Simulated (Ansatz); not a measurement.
Re (diamond): energy against volume

Method: DFT, LDA (PW92), plane waves (420 eV) with PAW, scalar-relativistic in Ansatz. The PAW files were generated under PBE, with cores re-solved for the functional.

The cell is scaled uniformly from the relaxed one, with fractional coordinates and shape fixed. Energies are extrapolated to zero smearing, pressures are those at the given smearing. Magnetic state: spin not included.

A Birch-Murnaghan fit gives V₀ = 21.48 Å³/atom, B₀ = 200 GPa, B₀′ = 4.2.

Task: What are the energy above the minimum and the pressure at 18.924 Å³/atom?

Result: 236.8 meV/atom and 33.16 GPa as computed.

Task: What are the energy above the minimum and the pressure at 23.225 Å³/atom?

Result: 77.2 meV/atom and -13.14 GPa as computed.

Task: What are the energy above the minimum and the pressure at 24.085 Å³/atom?

Result: 161.5 meV/atom and -17.87 GPa as computed.
